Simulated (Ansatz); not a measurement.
Stress against strain in LaHg₂

```xyz
3
Lattice="4.9580 0.0000 0.0000 -2.4790 4.2938 0.0000 0.0000 0.0000 3.6400" Properties=species:S:1:pos:R:3 pbc="T T T"
La    0.0000    0.0000    0.0000
Hg    0.0000    2.8625    1.8200
Hg    2.4790    1.4313    1.8200
```

Atoms are numbered in the order listed.

The geometry is COD entry 1523851, unchecked; take it as a test cell.

No spin–orbit coupling, which matters for the heavy atoms here.

All numbers below come from DFT, LDA, all-electron LAPW, scalar-relativistic (Ansatz 0.2.0).

Sampling and basis: a Γ-centred 8×8×9 k mesh, Fermi–Dirac smearing of 0.08 eV, basis error target 1 meV/atom, no spin polarisation.

The strain is applied along the Cartesian axes of the cell as listed (the other components stay zero). Fractional coordinates are held (clamped ions).

σ is the change of stress from the unstrained cell, which is at -3.00 GPa; tension is positive, so slopes are stress–strain coefficients at that pressure. In a metal the k mesh adds noise.

Only quantities that a quadratic follows smoothly over the whole series are listed; rougher ones are left out.

```
εxx = εyy  σzz (GPa)  σxx (GPa)
  -0.0200      -1.72      -4.05
   0.0000       0.00       0.00
   0.0100       0.67       1.66
   0.0200       1.24       3.09
```

Question: Fit the series and read off the stiffness at zero strain.

Answer: Least-squares fits y = p0 + p1 x + p2 x² to the rows give σzz (GPa): p1 = 73.9, p2 = -590; σxx (GPa): p1 = 178, p2 = -1200. So C13 + C23 = 74 GPa and C11 + C12 = 178 GPa, for these axes.

Question: One run, at εxx = εyy = -0.0100, is withheld. Predict its row.

Answer: The fits give -0.80, -1.91; the run gave -0.79, -1.89.
